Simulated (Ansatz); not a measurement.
Te$_{2}$W:
Space group Pmn2₁ (No. 31); a = 3.445 Å, b = 6.216 Å, c = 13.843 Å, α = 90.00°, β = 90.00°, γ = 90.00°

```
atom  site  symmetry       x       y       z
----  ----  --------  ------  ------  ------
Te      2a       m..  0.0000  0.2075  0.4038
Te      2a       m..  0.0000  0.2981  0.8578
Te      2a       m..  0.5000  0.1430  0.1574
Te      2a       m..  0.0000  0.6466  0.1111
W       2a       m..  0.0000  0.0418  0.0154
W       2a       m..  0.0000  0.6027  0.4997
```

Relaxed with LDA.

### Question
Which orbitals make up the states near the Fermi level in the program Ansatz at the LDA level (PAW)?

### Answer
Within 0.5 eV of the Fermi level: Te 5p 51 %, W 5d 43 %. Projections are on Löwdin-orthogonalised atomic valence shells; empty p or d shells of many metals are not among them.

### Question
Tabulate the density of states.

### Answer
States/eV per cell of 12 atoms, in 0.25 eV bins, energy from the Fermi level.

```tsv
E (eV)	total	Te 5p	W 5d	W 6s
-7.85	0.00	0.00	0.00	0.00
-7.60	0.00	0.00	0.00	0.00
-7.35	0.00	0.00	0.00	0.00
-7.10	0.00	0.00	0.00	0.00
-6.85	0.00	0.00	0.00	0.00
-6.60	1.45	0.88	0.24	0.22
-6.35	4.04	2.43	0.73	0.62
-6.10	4.85	2.82	0.88	0.75
-5.85	6.00	3.51	1.10	0.93
-5.60	5.53	3.22	1.11	0.75
-5.35	10.37	6.92	2.54	0.42
-5.10	11.23	7.63	2.78	0.32
-4.85	7.32	4.81	1.71	0.32
-4.60	5.91	3.60	1.64	0.25
-4.35	8.67	5.24	2.48	0.30
-4.10	7.68	4.58	2.19	0.31
-3.85	9.03	5.33	2.79	0.24
-3.60	8.81	5.37	2.63	0.19
-3.35	11.30	6.95	3.52	0.17
-3.10	10.29	5.79	3.79	0.14
-2.85	10.18	5.30	4.30	0.10
-2.60	10.95	5.59	4.73	0.12
-2.35	9.81	4.82	4.50	0.08
-2.10	14.10	7.78	5.66	0.12
-1.85	14.33	7.12	6.54	0.13
-1.60	11.45	5.34	5.49	0.12
-1.35	11.26	5.51	5.14	0.11
-1.10	10.65	5.47	4.60	0.10
-0.85	7.58	3.75	3.49	0.04
-0.60	4.91	2.54	2.11	0.02
-0.35	3.52	1.90	1.42	0.03
-0.10	3.05	1.83	1.05	0.03
0.15	2.17	1.05	0.99	0.03
0.40	6.06	2.74	2.97	0.07
0.65	3.60	1.43	1.96	0.05
0.90	3.85	1.37	2.25	0.06
1.15	6.63	1.85	4.26	0.12
1.40	11.94	3.24	7.72	0.15
1.65	11.37	3.28	6.92	0.26
1.90	10.95	3.16	6.32	0.39
2.15	8.95	2.84	4.83	0.29
2.40	10.81	3.88	5.46	0.31
2.65	11.07	4.40	5.39	0.28
2.90	6.64	2.83	3.00	0.12
3.15	7.95	3.52	3.19	0.26
3.40	7.06	3.01	2.64	0.36
3.65	9.80	4.34	3.79	0.43
3.90	7.83	3.26	3.02	0.41
4.15	3.79	1.25	1.15	0.54
4.40	4.14	1.00	0.66	1.04
4.65	6.16	1.41	0.80	1.53
```

Space group Pmn2_1. The first step of the workflow began from a Materials Project structure, measured or hypothetical; the Crystallography Open Database files this formula in space group No. 31, but the cells were not matched. Whether it is the stable phase at ambient conditions was not checked. Symmetry was held in the LDA relaxation; its stability against distortions is not shown here. The run is not spin-polarised. A crystal of weakly bound layers computed without a dispersion correction: the cell and the soft elastic constants depend strongly on that. Scalar-relativistic: spin–orbit coupling is off unless named, which matters more the heavier the elements.

Potentials: the earlier of the program's two PAW sets.
